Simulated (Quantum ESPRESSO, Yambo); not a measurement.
G0W0 results for AgBr at -1.5 % isotropic strain

```
AgBr
1.0
    3.95297     0.00000     0.04409
    0.00000     3.95416     0.00000
   -0.04945     0.00000     5.58634
Br Ag
2 2
Direct
  0.25073   0.25000   0.75020
  0.74927   0.75000   0.24980
  0.75088   0.75000   0.74965
  0.24912   0.25000   0.25035
```

The PBEsol cell relaxed from Materials Project entry mp-570301 was given an isotropic strain of -1.5 % on all lattice vectors, and the atoms were relaxed again.

Starting point: PBEsol (Quantum ESPRESSO, PseudoDojo norm-conserving, 82 Ry, scalar-relativistic). G0W0 in Yambo: 4×4×2 Γ-centred k mesh, bands 9 to 116 and a 6 Ry block in the screening, 116 bands in G with the Bruneval-Gonze terminator, plasmon pole fitted at 27.2 eV.

```
Property                                                           Value
---------------------------------------------------------------  -------
PBEsol gap along the band path                                   0.50 eV
PBEsol gap between the mesh's edge points ((-0.5, 0, -0.5) → Γ)  0.50 eV
G0W0 gap between the same points                                 1.70 eV
PBEsol smallest direct gap on the mesh (at Γ)                    2.74 eV
G0W0 direct gap at that point                                    3.96 eV
```

```
k point          band  E PBEsol (eV)  E QP (eV)  shift (eV)     Z
---------------  ----  -------------  ---------  ----------  ----
Γ                  VB          -2.24      -2.89       -0.65  0.80
Γ                  CB           0.50       1.06        0.56  0.83
(-0.5, 0, -0.5)    VB           0.00      -0.64       -0.64  0.80
(-0.5, 0, -0.5)    CB           3.30       3.69        0.39  0.83
(-0.5, -0.5, 0)    VB          -2.53      -3.49       -0.96  0.77
(-0.5, -0.5, 0)    CB           1.28       1.96        0.67  0.83
```

Energies count from the PBEsol valence-band maximum.

Convergence of the G0W0 settings was not tested.

Spin-orbit splittings are left out.

This is not the ordinary phase of the substance; no match was found in the copy of COD used, and its stability was not checked.
